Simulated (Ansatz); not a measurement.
GaAs:
```yaml
crystal:
  lattice:
    - [3.99998, 0.00000, 0.00000]
    - [-1.99999, 3.46408, 0.00000]
    - [0.00000, 0.00000, 13.12718]
  atoms:
    - { symbol: Ga, position: [0.66667, 0.33333, 0.99988] }
    - { symbol: As, position: [0.66667, 0.33333, 0.18773] }
    - { symbol: Ga, position: [0.00000, 0.00000, 0.25039] }
    - { symbol: As, position: [0.00000, 0.00000, 0.43699] }
    - { symbol: Ga, position: [0.33333, 0.66667, 0.49988] }
    - { symbol: As, position: [0.33333, 0.66667, 0.68773] }
    - { symbol: Ga, position: [0.00000, 0.00000, 0.75039] }
    - { symbol: As, position: [0.00000, 0.00000, 0.93699] }
```

Relaxed with r²SCAN.

Problem. Map the valence electron density (e/Å³), cut off at 1 on the plane through (0.667, 0.333, 1.000) spanned by u = [0, 0, 1] and v = [1, -1, 0] in lattice vectors, from r²SCAN (plane waves, PAW; program Ansatz).

Solution. x is the fraction of u, y of v (the angle between them is 90°; rows are the nearest grid lines); atoms in the plane: Ga at (0.00, 0.00), As at (0.19, 0.00), Ga at (0.25, 0.33), As at (0.44, 0.33), Ga at (0.50, 0.67), As at (0.69, 0.67), Ga at (0.75, 0.33), As at (0.94, 0.33).
```
y \ x   0.000  0.100  0.175  0.275  0.375  0.450  0.550  0.625  0.725  0.825  0.900   1.00
------  -----  -----  -----  -----  -----  -----  -----  -----  -----  -----  -----  -----
1.00     1.00  0.528   1.00  0.272  0.017  0.027  0.014  0.014  0.027  0.016  0.106   1.00
0.914    1.00  0.316   1.00  0.201  0.024  0.050  0.028  0.031  0.060  0.021  0.093   1.00
0.857   0.303  0.143  0.418  0.122  0.034  0.104  0.070  0.087  0.159  0.028  0.070  0.303
0.771   0.063  0.033  0.078  0.045  0.045  0.336  0.329  0.371  0.689  0.038  0.037  0.063
0.686   0.025  0.012  0.025  0.020  0.045   1.00   1.00  0.913   1.00  0.041  0.020  0.025
0.629   0.028  0.013  0.027  0.023  0.047  0.999   1.00  0.806   1.00  0.041  0.023  0.028
0.543   0.085  0.022  0.062  0.069  0.091  0.413  0.250  0.295  0.643  0.063  0.086  0.085
0.457   0.285  0.030  0.141  0.387  0.301  0.817  0.109  0.090  0.550  0.183  0.441  0.285
0.371   0.674  0.031  0.263   1.00  0.833   1.00  0.099  0.048   1.00  0.455   1.00  0.674
0.314   0.760  0.031  0.283   1.00  0.949   1.00  0.100  0.046   1.00  0.497   1.00  0.760
0.229   0.439  0.049  0.244  0.666  0.378   1.00  0.077  0.045  0.643  0.232  0.689  0.439
0.143   0.445  0.153  0.535  0.224  0.089  0.179  0.040  0.032  0.121  0.063  0.196  0.445
0.0857   1.00  0.319   1.00  0.229  0.033  0.062  0.024  0.022  0.053  0.027  0.120   1.00
0.000    1.00  0.528   1.00  0.272  0.017  0.027  0.014  0.014  0.027  0.016  0.106   1.00
```

The density is the valence pseudo-density with augmentation charge, so density and ELF within about 1 Å of a nucleus are not all-electron values.

Space group P6_3mc. The start of the workflow was typed in or built on a structure type; the Crystallography Open Database copy checked does not list it. It is not the phase usual at ambient conditions (space group No. 216). The r²SCAN relaxation kept the symmetry of its start; its stability against distortions is not shown here.

Potentials: the later of the program's two PAW sets.
